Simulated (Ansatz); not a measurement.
TaN (rock salt)

```
TaN
1.0
    0.00000     2.18780     2.18780
    2.18780     0.00000     2.18780
    2.18780     2.18780     0.00000
N Ta
1 1
Cartesian
  0.00000   0.00000   0.00000
  2.18780   2.18780   2.18780
```

This relaxed cell (volume V₀) is scaled evenly in all directions, its shape held. Symmetry pins the atoms to their sites.

Level of theory: PBEsol (plane waves to 420 eV, PAW, scalar-relativistic; Ansatz, a program for electronic structure). k mesh 18×18×18 (Γ-centred), Fermi-Dirac smearing 0.05 eV. The energy includes the smearing's −TS. Stress and pressure are positive under compression. Spin-orbit coupling is left out, though Ta is heavy. TaN is run without spin polarisation. TaN was relaxed with its symmetry unable to fall. This is a high-temperature form of TaN. ΔE is measured from the relaxed starting cell. The last digit holds for this mesh only.

```tsv
V (Å³/atom)	ΔE (meV/atom)
8.796	withheld
9.131	244.3
9.467	128.9
9.802	53.8
10.137	12.7
10.472	0.0
10.807	11.3
11.142	42.7
11.477	91.0
11.812	153.4
12.147	227.7
```

Task: Fit a third-order Birch-Murnaghan form (E₀, V₀, B₀, B₀′ free) to the given rows and predict ΔE at V = 8.796.

Result: Least squares on the 10 given rows: ΔE = E₀ + (9V₀B₀/16)·y²·[2 + (B₀′ − 4)y], y = (V₀/V)^(2/3) − 1, with V₀ = 10.472 Å³/atom, B₀ = 356.0 GPa (160.2 GPa = 1 eV/Å³; the term in eV is multiplied by 1000), B₀′ = 4.41, E₀ = 0.11 meV/atom; root-mean-square residual 0.11 meV/atom. At 8.796 the fit gives 408.1 meV/atom; the calculation gives 407.9 meV/atom, so the extrapolation is off by 0.2 (+0.0 %). For the pressure the fit gives 91.4 GPa against the computed 91.2 GPa.

(Under strain, the slope of the energy per volume gives the stress and its curvature an elastic modulus.)
